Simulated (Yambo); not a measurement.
A G0W0@PBEsol run in Yambo for WOF4 (space group I4, No. 79) (4×4×4 Γ-centred k mesh, bands 2 to 129 and a 7 Ry block in the screening, 129 bands in G with the Bruneval-Gonze terminator, plasmon pole fitted at 27.2 eV) gives these matrix elements, in eV, at the band edges ((0, -0.5, 0.25) → M):

```csv
state,E0,<Vxc>,<Σx>,<Σc(E0)>,Z
valence edge,0.000,-21.304,-27.601,4.468,0.794
conduction edge,4.584,-19.124,-13.579,-2.963,0.833
```

**Question.** Solve the linearised quasiparticle equation for both states, give the gap, and say how exchange and correlation each act on it.

**Answer.** E = E0 + Z(Σx + Σc − Vxc). Valence: 0.000 + 0.794 × (-27.601 + (4.468) − (-21.304)) = -1.45 eV. Conduction: 4.584 + 0.833 × (-13.579 + (-2.963) − (-19.124)) = 6.74 eV. The gap is 8.19 eV, against 4.58 eV in PBEsol. Replacing Vxc by bare exchange alone would open it by 11.84 eV; correlation takes back 7.43 eV of that, and Z scales what is left. Nearest settings tried, and what they do to the gap: 87 bands in W, 87 bands in G: +59 meV; 2 Ry block (37 vectors against 199): +480 meV. Not varied: mesh. So the settings aren't converged at that level. Spin-orbit coupling is left out, which matters for elements this heavy: edges can move by tenths of an eV.

Geometry relaxed with PBE+D3(BJ); primitive cell a = b = c = 5.1070 Å, α = β = 98.79°, γ = 133.98°.

The structure is a Materials Project entry; no match was found in the copy of COD used, and its stability was not checked.
